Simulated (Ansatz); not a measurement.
Si2Mo:
Space group Fddd, origin choice 1 (No. 70); a = 4.5722 Å, b = 7.9619 Å, c = 8.7220 Å, α = β = γ = 90.00°

| atom | site | symmetry | x | y | z |
|---|---|---|---|---|---|
| Si | 16f | .2. | 0.0000 | 0.3359 | 0.0000 |
| Mo | 8a | 222 | 0.0000 | 0.0000 | 0.0000 |
(The calculation used a cell of 6 atoms; values per cell refer to that cell.)

Relaxed at zero pressure with DFT-PBEsol in the program Ansatz with PAW potentials.

Q: The volume is lowered by 6 % and shape and atoms relax at that volume. What pressure results, and how do the axes share the change?

A: 15.4 GPa; a -1.9 %, b -2.6 %, c -1.6 %; the energy rises by 36 meV/atom.

Q: Give the new structure.

A: 
Space group Fddd, origin choice 1 (No. 70); a = 4.484 Å, b = 7.752 Å, c = 8.586 Å, α = 90.00°, β = 90.00°, γ = 90.00°

```
atom  site  symmetry       x       y       z
----  ----  --------  ------  ------  ------
Si     16f       .2.  0.0000  0.3355  0.0000
Mo      8a       222  0.0000  0.0000  0.0000
```

The phase is kept; no other phase was compared at this pressure.

The start of the workflow was typed in or built on a structure type; neither database checked (COD, Materials Project) lists it. It is not the phase usual at ambient conditions (space group No. 139). Symmetry was held in the PBEsol relaxation; its stability against distortions is not shown here. No spin polarisation was allowed.

Potentials: the earlier of the program's two PAW sets.
